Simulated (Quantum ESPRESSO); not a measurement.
Inputs of pw.x and gipaw.x (a modified build of Quantum ESPRESSO, PBE) for Si; the starting potential comes from an earlier run on another mesh:

```
&CONTROL
  calculation = 'scf'
  prefix = 'x'
  pseudo_dir = './pseudo'
  outdir = './out'
  tprnfor = .true.
/
&SYSTEM
  ibrav = 0
  nat = 2
  ntyp = 1
  ecutwfc = 40
  ecutrho = 160
  occupations = 'fixed'
  nbnd = 4
/
&ELECTRONS
  conv_thr = 1e-11
  startingpot = 'file'
/
ATOMIC_SPECIES
Si 28.085 Si.GGA_PBE-JTH.UPF
CELL_PARAMETERS angstrom
   -0.000000000000     2.708240750000     2.749068500000
    2.708240750000    -0.000000000000     2.749068500000
    2.708240750000     2.708240750000     0.000000000000
ATOMIC_POSITIONS crystal
Si     0.250000000000     0.250000000000     0.250000000000
Si     0.000000000000     0.000000000000     0.000000000000
K_POINTS automatic
8 8 8 1 1 1
```

```
&INPUTGIPAW
  job = 'nmr'
  prefix = 'x'
  tmp_dir = './out/'
  restart_mode = 'from_scratch'
  pawproj(1) = .true.
  use_nmr_macroscopic_shape = .false.
/
```

The cell was made here from a computed Materials Project entry: strained by +1 % along the cube axis and by -0.5 % across it, atoms relaxed (PBE without dispersion, pw.x of Quantum ESPRESSO, symmetry kept). The parent is Si in Fd-3m. Stability against distortions was not tested.

Problem. What does gipaw.x print for the total shieldings?

Solution. 
```
     Total NMR chemical shifts in ppm: ---------------------------------------
     (adopting the Simpson convention for anisotropy and asymmetry)-----------

     Atom  1  Si  pos: (  0.350899  0.350899  0.356188)  Total sigma:         407.49
           413.6761         -0.0000          0.0000
             0.0000        413.6761         -0.0000
             0.0000         -0.0000        395.1213

     Si      1    anisotropy:    -18.55    eta:    0.0000
     Si      1    sigma_11=    413.68
     Si      1    sigma_22=    413.68
     Si      1    sigma_33=    395.12

     Atom  2  Si  pos: (  0.000000  0.000000  0.000000)  Total sigma:         407.49
           413.6761         -0.0000          0.0000
             0.0000        413.6761          0.0000
             0.0000          0.0000        395.1213

     Si      2    anisotropy:    -18.55    eta:    0.0000
     Si      2    sigma_11=    413.68
     Si      2    sigma_22=    413.68
     Si      2    sigma_33=    395.12
```
The printed anisotropy is 3/2 (σ_33 − σ_iso) in the program's own order; the axes are left out here. Anisotropies that symmetry doesn't fix are less certain than the isotropic values. Shieldings are absolute and leave out the bulk-susceptibility term; a larger σ means a smaller chemical shift. By our sweeps, such settings leave a few ppm in absolute σ. The datasets of Si hold no d projectors, which limits absolute σ on these atoms. The band gap at this level is small, which makes the paramagnetic part of σ large and sensitive to the functional.
